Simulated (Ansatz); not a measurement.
Zr₃N₄ in space group I-43d (No. 220; N on 16c, Zr on 12a), LDA (plane waves, PAW; program Ansatz): ε∞ = 13.2, cell volume 147.51 Å³. Infrared-active transverse modes:

```json
[
 {"ω_TO (cm⁻¹)": "147.6", "oscillator strength S_xx (e²/amu)": "0.001281"},
 {"ω_TO (cm⁻¹)": "301.7", "oscillator strength S_xx (e²/amu)": "1.359"},
 {"ω_TO (cm⁻¹)": "377.0", "oscillator strength S_xx (e²/amu)": "5.622"},
 {"ω_TO (cm⁻¹)": "414.7", "oscillator strength S_xx (e²/amu)": "2.467"},
 {"ω_TO (cm⁻¹)": "511.2", "oscillator strength S_xx (e²/amu)": "0.01755"}
]
```

Problem. Compute the static dielectric constant.

Solution. Each mode adds (4.921e7/V) S/ω²: 0.02, 4.98, 13.20, 4.79, 0.02. So ε0 = 36.2.

The cell was relaxed with LDA under the symmetry of its start. The run is not spin-polarised. Spin–orbit coupling is left out wherever it is not named.

Potentials: the later of the program's two PAW sets.
